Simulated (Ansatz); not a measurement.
Consider the following.

InSbO4:
```cif
data_InO4Sb
_chemical_formula_sum 'In1 Sb1 O4'
_space_group_name_H-M_alt 'P 1'
_space_group_IT_number 1
_cell_length_a 5.81123
_cell_length_b 5.81123
_cell_length_c 5.81123
_cell_angle_alpha 119.079
_cell_angle_beta 119.079
_cell_angle_gamma 91.604
loop_
_space_group_symop_operation_xyz
  'x, y, z'
loop_
_atom_site_label
_atom_site_type_symbol
_atom_site_fract_x
_atom_site_fract_y
_atom_site_fract_z
_atom_site_occupancy
In1 In 0.25000 0.75000 0.50000 1
Sb1 Sb 0.00000 0.00000 0.00000 1
O1 O 0.26837 0.35621 0.37483 1
O2 O 0.64379 0.01862 0.91216 1
O3 O 0.98138 0.89354 0.62517 1
O4 O 0.10646 0.73163 0.08784 1
```

This is the PBE-relaxed structure.

All from PBE in the plane-wave PAW code Ansatz, unless another level is named. Give the electron effective mass.

0.49, 0.57, 0.57 mₑ (principal values).

Give the smallest direct gap on the standard path.

2.37 eV.

And the valence-band maximum?

at N.

Space group I-4. The start of the workflow was typed in or built on a structure type; neither database checked (COD, Materials Project) lists it. Whether it is the stable phase at ambient conditions was not checked. The cell was relaxed with PBE under the symmetry of its start; its stability against distortions is not shown here. The volume moved by 28 % from the start of the relaxation. Scalar-relativistic: spin–orbit coupling is off unless named, which matters more the heavier the elements.

Potentials: the earlier of the program's two PAW sets.
